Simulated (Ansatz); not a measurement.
# What moves the field gradients of Si3N4?

Cell of run 1: a structure deposited in the COD, atoms as given.

Space group P6_3/m (No. 176); a = 7.6093, c = 2.9079 Å, γ = 120.00°.

| site | Wyckoff | site symmetry | x | y | z |
| --- | --- | --- | --- | --- | --- |
| Si | 6h | m.. | 0.1742 | 0.7678 | 0.2500 |
| N7 | 2c | -6.. | 0.3333 | 0.6667 | 0.2500 |
| N9 | 6h | m.. | 0.3290 | 0.0390 | 0.2500 |

One atom of each set is listed.

Relaxed positions (PBE, cell held):

Si (0.1739, 0.7678, 0.2500)
N7 (0.3333, 0.6667, 0.2500)
N9 (0.3298, 0.0298, 0.2500)

All runs are DFT with Ansatz 0.2.0 (plane waves and PAW, scalar-relativistic unless spin–orbit coupling is named, Γ-centred meshes, Fermi–Dirac smearing where given) in this cell.

Run 1: PBE, gradients read without the response of the cores, atoms as given; 420 eV, 4×4×10 k-points, smearing 0.02 eV.
Run 2: PBE, gradients read without the response of the cores, atoms relaxed; 420 eV, 4×4×10 k-points, smearing 0.02 eV.
Run 3: r2SCAN, gradients read without the response of the cores, at the relaxed atoms; 500 eV, 4×4×10 k-points, smearing 0.02 eV.

| run | Si V_zz (η) | N7 V_zz (η) | N9 V_zz (η) |
| --- | --- | --- | --- |
| 1 | 2.63 (0.56) | -5.53 (0.00) | -5.01 (0.05) |
| 2 | ? | ? | ? |
| 3 | 0.90 (0.23) | -5.21 (0.00) | -5.17 (0.07) |

V_zz in 10²¹ V/m².

(1) Estimate the row of run 2.

Results:

(1) Si: 0.90 (0.26); N7: -5.11 (0.00); N9: -5.16 (0.07). It lies nearest to run 3, from whose tensors on these sites it differs by 0.10 at most (largest principal value of the difference, on N7). Taken one at a time, the positions of the atoms (as given or relaxed) move the tensors on these sites by up to 1.78 (largest principal value of the change, on Si), the functional (r2SCAN with its higher cutoff) by 0.10 (N7). On Si V_xx and V_yy change places between runs (or their axes turn by over 50°), so η hides a larger change.

In run 1 the atoms aren't at the calculated equilibrium (largest force 1.8 eV/Å). The cell isn't the equilibrium one in runs 1, 2 (calculated pressure 6, 5 GPa, with larger principal stresses), and the entry's cell may itself be off.
